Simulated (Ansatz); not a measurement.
One crystal and one scan (frozen-phonon scan) at two levels, PBE (plane waves to 420 eV, PAW, scalar-relativistic; Ansatz, a first-principles code) and r2SCAN (plane waves to 500 eV, PAW, scalar-relativistic; Ansatz), each from its own relaxed cell and on its own mesh.

The crystal is SiC (zinc blende); a phonon pattern at X = (0.5, 0.5, 0.0) is frozen into a 4-atom cell, Q being the largest atomic displacement.

SiC was relaxed with its symmetry unable to fall.

```
quantity                                                                                  run 1  run 2
----------------------------------------------------------------------------------------  -----  -----
Lattice constant a (Å)                                                                    4.356  4.380
Harmonic wavenumber from the curvature (finite differences) (cm⁻¹ (negative: imaginary))    834    804
```

Task: Which run is which level?

Result: Run 2 is PBE, run 1 is r2SCAN. PBE gives the higher value for: lattice constant a. PBE gives the lower value for: harmonic wavenumber from the curvature. Both give the same shape of the curve: a single well with its minimum at or next to zero displacement. Neither level is exact: the differences show how much the result hangs on the functional.

(For displaced atoms, the force is minus the slope of the energy, and its curvature is a force constant, which sets phonon frequencies.)
